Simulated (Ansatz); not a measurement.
Nb (bcc, W type), conventional cell a = b = c = 3.310 Å, α = β = γ = 90.00°. The calculation uses the primitive cell of 1 atom, to which meshes and values per cell refer.

E(V) scan at fixed shape, V₀ the volume above. Symmetry pins the atoms to their sites.

These are PBE (plane waves to 420 eV, PAW, scalar-relativistic; Ansatz, a quantum-chemistry and plane-wave program) values and carry that method's errors. k mesh 20×20×20 (Γ-centred), Fermi-Dirac smearing 0.05 eV. The energy includes the smearing's −TS. Stress and pressure are positive under compression. Nb is run without spin polarisation. Nb was relaxed with its symmetry unable to fall. ΔE is measured from the relaxed starting cell.

The scan covers V/V₀ from 0.900 to 1.100 in 11 points.

**Question.** What is the fitted pressure derivative B₀′?

**Answer.** 3.8.

**Question.** What bulk modulus B₀ follows from a third-order Birch-Murnaghan fit?

**Answer.** 170 GPa.

(Under strain, the slope of the energy per volume gives the stress and its curvature an elastic modulus.)
